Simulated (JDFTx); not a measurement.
An input for a modified build of JDFTx (Os(1 0 -1 0), CANDLE, water, 2 M NaF; bohr, hartree) and the course of its log:

```
lattice \
  5.1894333192 0.0000000000 0.0000000000 \
  0.0000000000 8.1755410302 0.0000000000 \
  0.0000000000 0.0000000000 40.6291116795
coords-type Lattice
ion Os 0.7500000000 0.7500000000 -0.1243609522 0
ion Os 0.2500000000 0.2500000000 -0.0935699229 0
ion Os 0.2500000000 0.7500000000 -0.0184358000 0
ion Os 0.7500000000 0.2500000000 0.0184358000 0
ion Os 0.7500000000 0.7500000000 0.0935699229 0
ion Os 0.2500000000 0.2500000000 0.1243609522 0
ion-species pseudo/os_pbe_v1.2.upf
elec-cutoff 20 100
elec-ex-corr gga-PBE
coulomb-interaction Slab 001
coulomb-truncation-embed 0 0 0
kpoint-folding 8 6 1
elec-smearing Fermi 0.01
elec-n-bands 61
target-mu -0.172354
electronic-scf nIterations 100 energyDiffThreshold 1e-07
fluid LinearPCM
pcm-variant CANDLE
fluid-solvent H2O
fluid-cation Na+ 2
fluid-anion F- 2
fluid-minimize nIterations 400 knormThreshold 1e-12
wavefunction read f0.wfns
elec-initial-eigenvals f0.eigenvals
elec-initial-fillings read f0.fillings
fluid-initial-state f0.fluidState
dump-name f0_u2.$VAR
dump End State Ecomponents EigStats BandEigs Forces ElecDensity IonicPositions Fillings Kpoints Dtot FluidDebug BoundCharge FluidDensity
```

```
[one cycle in 5 is shown, and the last three; fluid-solver lines are left out]
	FillingsUpdate:  mu: -0.172354000  nElectrons: 96.891825
SCF: Cycle:  0   G: -535.874145697917129   dG: +1.366e-01   |Residual|: 5.089e-02   |deigs|: 1.431e-06
	FillingsUpdate:  mu: -0.172354000  nElectrons: 96.127861
SCF: Cycle:  5   G: -536.008839934411185   dG: -1.093e-04   |Residual|: 6.161e-03   |deigs|: 1.666e-04
	FillingsUpdate:  mu: -0.172354000  nElectrons: 96.078149
SCF: Cycle: 10   G: -536.010699523656740   dG: -6.368e-04   |Residual|: 1.708e-03   |deigs|: 2.111e-04
	FillingsUpdate:  mu: -0.172354000  nElectrons: 96.181827
SCF: Cycle: 15   G: -536.009757840943962   dG: +4.440e-05   |Residual|: 4.953e-03   |deigs|: 5.903e-05
	FillingsUpdate:  mu: -0.172354000  nElectrons: 96.185439
SCF: Cycle: 20   G: -536.008067096353329   dG: -1.310e-01   |Residual|: 7.176e-03   |deigs|: 4.090e-03
	FillingsUpdate:  mu: -0.172354000  nElectrons: 96.600867
SCF: Cycle: 25   G: -535.973382026311924   dG: -3.354e-03   |Residual|: 2.562e-02   |deigs|: 1.039e-04
	FillingsUpdate:  mu: -0.172354000  nElectrons: 96.287086
SCF: Cycle: 30   G: -536.006867395140375   dG: -1.058e-02   |Residual|: 9.158e-03   |deigs|: 7.574e-04
	FillingsUpdate:  mu: -0.172354000  nElectrons: 96.042663
SCF: Cycle: 35   G: -536.010513247401832   dG: -1.638e-04   |Residual|: 2.491e-03   |deigs|: 6.111e-05
	FillingsUpdate:  mu: -0.172354000  nElectrons: 96.138859
SCF: Cycle: 40   G: -536.010665745536471   dG: -2.707e-04   |Residual|: 2.163e-03   |deigs|: 6.261e-04
	FillingsUpdate:  mu: -0.172354000  nElectrons: 96.368207
SCF: Cycle: 45   G: -536.001851781816981   dG: -4.761e-03   |Residual|: 1.317e-02   |deigs|: 2.843e-04
	FillingsUpdate:  mu: -0.172354000  nElectrons: 96.147068
SCF: Cycle: 50   G: -536.010373175875088   dG: +3.182e-04   |Residual|: 3.251e-03   |deigs|: 1.363e-04
	FillingsUpdate:  mu: -0.172354000  nElectrons: 96.566080
SCF: Cycle: 55   G: -535.959923730065043   dG: +4.185e-02   |Residual|: 3.104e-02   |deigs|: 1.703e-03
	FillingsUpdate:  mu: -0.172354000  nElectrons: 96.186119
SCF: Cycle: 60   G: -536.009553465622503   dG: +5.435e-04   |Residual|: 5.303e-03   |deigs|: 1.810e-04
	FillingsUpdate:  mu: -0.172354000  nElectrons: 96.513909
SCF: Cycle: 65   G: -535.985836347005261   dG: +4.035e-03   |Residual|: 2.129e-02   |deigs|: 1.759e-04
	FillingsUpdate:  mu: -0.172354000  nElectrons: 96.365132
SCF: Cycle: 70   G: -535.992781395178326   dG: +1.619e-02   |Residual|: 1.883e-02   |deigs|: 1.236e-03
	FillingsUpdate:  mu: -0.172354000  nElectrons: 96.389936
SCF: Cycle: 75   G: -535.998914434685048   dG: +4.022e-03   |Residual|: 1.516e-02   |deigs|: 2.712e-04
	FillingsUpdate:  mu: -0.172354000  nElectrons: 96.809359
SCF: Cycle: 80   G: -535.934584899593347   dG: +5.859e-02   |Residual|: 3.583e-02   |deigs|: 1.888e-03
	FillingsUpdate:  mu: -0.172354000  nElectrons: 96.201544
SCF: Cycle: 85   G: -536.007893352509882   dG: -1.714e-03   |Residual|: 7.736e-03   |deigs|: 1.998e-04
	FillingsUpdate:  mu: -0.172354000  nElectrons: 96.225422
SCF: Cycle: 90   G: -536.005895629781890   dG: +1.662e-03   |Residual|: 9.910e-03   |deigs|: 1.856e-04
	FillingsUpdate:  mu: -0.172354000  nElectrons: 96.344902
SCF: Cycle: 95   G: -535.995483226868259   dG: +9.505e-03   |Residual|: 1.745e-02   |deigs|: 6.344e-04
	FillingsUpdate:  mu: -0.172354000  nElectrons: 96.316194
SCF: Cycle: 97   G: -535.998499417714015   dG: -8.400e-03   |Residual|: 1.573e-02   |deigs|: 4.379e-04
	FillingsUpdate:  mu: -0.172354000  nElectrons: 96.336147
SCF: Cycle: 98   G: -535.996409243522635   dG: +2.090e-03   |Residual|: 1.697e-02   |deigs|: 1.219e-04
	FillingsUpdate:  mu: -0.172354000  nElectrons: 96.359359
SCF: Cycle: 99   G: -535.993728293560821   dG: +2.681e-03   |Residual|: 1.841e-02   |deigs|: 1.409e-04
SCF: None of the convergence criteria satisfied after 100 iterations.
IonicMinimize: Iter:   0  G: -535.993728293560821  |grad|_K:  0.000e+00
IonicMinimize: Converged (|grad|_K<1.000000e-04).
```

This run gave no converged result. The electronic loop ended without meeting its threshold, so the last energy, electron count and forces aren't results.
